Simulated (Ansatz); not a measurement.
Ag2S:
```
CELL_PARAMETERS angstrom
      5.60019     0.00000     0.00000
      0.00000     5.60019     0.00000
      0.00000     0.00000    31.00000
ATOMIC_POSITIONS crystal
  Ag 0.75000 0.25000 0.50000
  Ag 0.25000 0.75000 0.50000
  S  0.00000 0.50000 0.54181
  Ag 0.25000 0.25000 0.50000
  Ag 0.75000 0.75000 0.50000
  S  0.50000 0.00000 0.45819
```
The layer is periodic in x and y and isolated along z.

Relaxed with LDA.

Question: All from LDA in the plane-wave PAW code Ansatz, unless another level is named. Give the ionisation potential (Kohn–Sham).

Answer: 5.85 eV.

Question: Give the hole effective mass, in the valley at Γ.

Answer: band 1: 2.9 mₑ; band 2: 0.099 mₑ.

Question: Predict the electron affinity (Kohn–Sham).

Answer: 4.64 eV.

Space group P4/nmm. The layer was cut from a bulk entry of the Materials Project (measured or hypothetical); whether that bulk phase is the ambient one, and whether the layer has been isolated, was not checked. The cell was relaxed with LDA under the symmetry of its start; its stability against distortions is not shown here. The run is not spin-polarised. Spin–orbit coupling is left out wherever it is not named.

Potentials: the later of the program's two PAW sets.

Edges and masses are those of Kohn–Sham bands, whose gap is no quasiparticle gap.
